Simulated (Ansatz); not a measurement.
## Two inputs for ZnS with Te replacing S

This input was run with Ansatz:

```yaml
crystal:
  lattice:
    - [7.6454, 0.0, 0.0]
    - [-3.8227, 6.621110622, 0.0]
    - [0.0, 0.0, 12.52]
  atoms:
    - { symbol: Zn, position: [0.0, 0.0, 0.0] }
    - { symbol: Zn, position: [0.0, 0.5, 0.0] }
    - { symbol: Zn, position: [0.5, 0.0, 0.0] }
    - { symbol: Zn, position: [0.5, 0.5, 0.0] }
    - { symbol: Zn, position: [0.0, 0.0, 0.5] }
    - { symbol: Zn, position: [0.0, 0.5, 0.5] }
    - { symbol: Zn, position: [0.5, 0.0, 0.5] }
    - { symbol: Zn, position: [0.5, 0.5, 0.5] }
    - { symbol: Zn, position: [0.1666666666, 0.3333333334, 0.25] }
    - { symbol: Zn, position: [0.1666666666, 0.8333333334, 0.25] }
    - { symbol: Zn, position: [0.6666666666, 0.3333333334, 0.25] }
    - { symbol: Zn, position: [0.6666666666, 0.8333333334, 0.25] }
    - { symbol: Zn, position: [0.3333333334, 0.1666666666, 0.75] }
    - { symbol: Zn, position: [0.3333333334, 0.6666666666, 0.75] }
    - { symbol: Zn, position: [0.8333333334, 0.1666666666, 0.75] }
    - { symbol: Zn, position: [0.8333333334, 0.6666666666, 0.75] }
    - { symbol: S, position: [0.0, 0.0, 0.1875] }
    - { symbol: S, position: [0.0, 0.5, 0.1875] }
    - { symbol: S, position: [0.5, 0.0, 0.1875] }
    - { symbol: S, position: [0.5, 0.5, 0.1875] }
    - { symbol: S, position: [0.0, 0.0, 0.6875] }
    - { symbol: S, position: [0.0, 0.5, 0.6875] }
    - { symbol: S, position: [0.5, 0.0, 0.6875] }
    - { symbol: S, position: [0.5, 0.5, 0.6875] }
    - { symbol: Te, position: [0.1666666666, 0.3333333334, 0.4375] }
    - { symbol: S, position: [0.1666666666, 0.8333333334, 0.4375] }
    - { symbol: S, position: [0.6666666666, 0.3333333334, 0.4375] }
    - { symbol: S, position: [0.6666666666, 0.8333333334, 0.4375] }
    - { symbol: S, position: [0.3333333334, 0.1666666666, 0.9375] }
    - { symbol: S, position: [0.3333333334, 0.6666666666, 0.9375] }
    - { symbol: S, position: [0.8333333334, 0.1666666666, 0.9375] }
    - { symbol: S, position: [0.8333333334, 0.6666666666, 0.9375] }
kpoints:
  mp_grid: { grid: [3, 3, 2] }
scf:
  occupations: { method: fermi_dirac, width: 0.01 }
  algorithm: direct_min
hamiltonian:
  xc: pbe
  pseudopotentials: { kind: paw }
output:
  forces: true
  stress: true
  populations: true
  efg:
    quadrupole_moments_barn: { Zn: 0.122, S: -0.0694 }
    contact_densities: true
basis:
  ecutrho_ratio: 12
```

It converged. Of its output the block on the nuclei alone is shown, without the SCF iterations, energies, forces and stress (one atom of each set, the first 14 sets):

```
--- PAW observables at the nuclei: V_zz in 10²¹ V/m², potentials from the cell's mean, atoms counted from 1 ---
  atom   1  Zn V_zz =    +0.169771   η = 0.6031   by run symmetry: allowed   C_q = +0.5008 MHz
            electrostatic potential = -3942.013850 V   contact ρ = 166603.574299 e/Å³
  atom   3  Zn V_zz =    +0.238458   η = 0.0000   by run symmetry: allowed   C_q = +0.7034 MHz
            electrostatic potential = -3941.994425 V   contact ρ = 166603.531514 e/Å³
  atom   5  Zn V_zz =    -2.769453   η = 0.1344   by run symmetry: allowed   C_q = -8.1697 MHz
            electrostatic potential = -3941.772992 V   contact ρ = 166608.872335 e/Å³
  atom   7  Zn V_zz =    +0.159448   η = 0.0000   by run symmetry: allowed   C_q = +0.4704 MHz
            electrostatic potential = -3941.968065 V   contact ρ = 166603.585754 e/Å³
  atom   9  Zn V_zz =    -2.751234   η = 0.0000   by run symmetry: allowed   C_q = -8.1160 MHz
            electrostatic potential = -3941.754657 V   contact ρ = 166608.903190 e/Å³
  atom  10  Zn V_zz =    +0.043216   η = 0.3855   by run symmetry: allowed   C_q = +0.1275 MHz
            electrostatic potential = -3941.966381 V   contact ρ = 166603.693495 e/Å³
  atom  13  Zn V_zz =    -0.017080   η = 0.0957   by run symmetry: allowed   C_q = -0.0504 MHz
            electrostatic potential = -3941.979984 V   contact ρ = 166603.681712 e/Å³
  atom  16  Zn V_zz =    +0.033402   η = 0.0000   by run symmetry: allowed   C_q = +0.0985 MHz
            electrostatic potential = -3942.016429 V   contact ρ = 166603.781619 e/Å³
  atom  17  S  V_zz =    -0.403130   η = 0.1970   by run symmetry: allowed   C_q = +0.6765 MHz
            electrostatic potential = -1633.430631 V   contact ρ = 19765.070665 e/Å³
  atom  19  S  V_zz =    +0.106536   η = 0.0000   by run symmetry: allowed   C_q = -0.1788 MHz
            electrostatic potential = -1633.403081 V   contact ρ = 19765.064776 e/Å³
  atom  21  S  V_zz =    -0.316330   η = 0.3725   by run symmetry: allowed   C_q = +0.5308 MHz
            electrostatic potential = -1633.433597 V   contact ρ = 19765.083029 e/Å³
  atom  23  S  V_zz =    +0.163556   η = 0.0000   by run symmetry: allowed   C_q = -0.2745 MHz
            electrostatic potential = -1633.410524 V   contact ρ = 19765.063817 e/Å³
  atom  25  Te V_zz =    +1.544748   η = 0.0000   by run symmetry: allowed
            electrostatic potential = -8645.762998 V   contact ρ = 1468687.912118 e/Å³
  atom  26  S  V_zz =    -0.895729   η = 0.2981   by run symmetry: allowed   C_q = +1.5031 MHz
            electrostatic potential = -1633.455006 V   contact ρ = 19765.102572 e/Å³
```

(1) Can these gradients be trusted, and how do they compare with a run on standard settings?

## Answers

(1) They agree with the standard run. Against the standard input the change is `basis.ecutrho_ratio`: not typed → 12; `scf.algorithm`: not typed → direct_min. A site carries the number of its first atom; V_zz in 10²¹ V/m².

```tsv
site	V_zz standard	η standard	V_zz here	η here
Zn1	0.17	0.61	0.17	0.60
Zn3	0.24	0.00	0.24	0.00
Zn5	-2.77	0.13	-2.77	0.13
Zn9	-2.75	0.00	-2.75	0.00
Zn10	0.041	0.44	0.043	0.39
Zn16	0.032	0.00	0.033	0.00
S17	-0.40	0.20	-0.40	0.20
S19	0.11	0.00	0.11	0.00
Te	1.55	0.00	1.54	0.00
S26	-0.90	0.30	-0.90	0.30
S29	0.26	0.23	0.26	0.23
S32	0.100	0.00	0.098	0.00
```

No V_zz moves by more than 0.01. The table leaves out 4 of the 16 sites, with |V_zz| up to 0.32; their tensors move by 0.01 at most along any direction. The statements above cover all sites. SCF iterations: 9 and 8. New warnings: subspace factor ram capped.

On the reference run: The defect repeats with the cell of 32 atoms, so it feels its images: sites between two images don't show the values beside a lone defect, and zeros or small values of η there can come from the images' arrangement. S and Zn carry a gradient in the pure host already, so the values there aren't the defect's effect alone. Without spin–orbit coupling the gradients at and beside Te can be off by some per cent, at some sites by more. The neighbours have not yet relaxed around the defect (largest force 2.4 eV/Å), so a real crystal will differ.
